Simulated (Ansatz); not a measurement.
ZrGeS:
Space group P4/nmm, origin choice 1 (No. 129); a = 3.640 Å, b = 3.640 Å, c = 8.064 Å, α = 90.00°, β = 90.00°, γ = 90.00°

| atom | site | symmetry | x | y | z |
|---|---|---|---|---|---|
| Zr | 2c | 4mm | 0.5000 | 0.0000 | 0.2747 |
| Ge | 2a | -4m2 | 0.0000 | 0.0000 | 0.0000 |
| S | 2c | 4mm | 0.0000 | 0.5000 | 0.3784 |

Relaxed at zero pressure with r²SCAN (plane waves, PAW; program Ansatz).

### Question
The volume is raised by 9 % and shape and atoms relax at that volume. What pressure results, and how do the axes share the change?

### Answer
-9.0 GPa; a 2.8 %, b 2.8 %, c 3.2 %; the energy rises by 49 meV/atom.

### Question
Give the new structure.

### Answer

Space group P4/nmm, origin choice 1 (No. 129); a = 3.7407 Å, b = 3.7407 Å, c = 8.3238 Å, α = 90.00°, β = 90.00°, γ = 90.00°

```json
[
 {"atom": "Zr", "site": "2c", "symmetry": "4mm", "x": "0.5000", "y": "0.0000", "z": "0.2719"},
 {"atom": "Ge", "site": "2a", "symmetry": "-4m2", "x": "0.0000", "y": "0.0000", "z": "0.0000"},
 {"atom": "S", "site": "2c", "symmetry": "4mm", "x": "0.0000", "y": "0.5000", "z": "0.3762"}
]
```

The phase is kept; no other phase was compared at this pressure.

The workflow started from a Materials Project entry (that database holds measured and hypothetical structures alike); the Crystallography Open Database files this formula in space group No. 129, but the cells were not matched. Its standing as an ambient phase is unchecked. The cell was relaxed with r²SCAN under the symmetry of its start; its stability against distortions is not shown here. The run is not spin-polarised.

Potentials: the later of the program's two PAW sets.
